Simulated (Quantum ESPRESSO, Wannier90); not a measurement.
**Wannier functions of Al (hcp (Mg type), model phase)**

Cell from Materials Project (mp-2647008), symmetrised, no further relaxation. This isn't the element's usual structure (fcc); take it as a model of another phase. Method: LDA plane waves in Quantum ESPRESSO 7.5 (PseudoDojo norm-conserving files, 36 Ry, no spin polarisation, no spin-orbit coupling), Bloch states on a 12×12×6 mesh through Γ, Wannier90 4.0.1. Density: 18×18×10 mesh, cold smearing 0.01 Ry.

The plane-wave run has 15 bands and 6 electrons a cell. On the energy scale of pw.x, whose zero is arbitrary, the Fermi level lies at 7.59 eV.

Input w.win, without the blocks of cell, atoms and k-points (864 lines):

```
num_bands = 14
num_wann = 8
num_iter = 800
conv_tol = 1.0e-6
conv_window = 4
dis_num_iter = 1000
dis_conv_tol = 1.0e-6
dis_froz_max = 9.09
write_hr = true
write_u_matrices = true
begin projections
Al: s;p
end projections
mp_grid = 12 12 6
```

**Question.** This input has a fault. Which, and what does the program do?

**Answer.** wannier90.x stops with:
```
w90_wannier90_readwrite_read: mismatch in w.eig
```
num_bands differs from the number of bands in the files, which is the number computed minus those excluded. Mended as below, all else unchanged, the run goes through (Ω_I = 12.4 Å²) and follows the plane-wave bands to 19 meV rms (states up to 1.0 eV relative to the Fermi level).
```
num_bands = 15
```
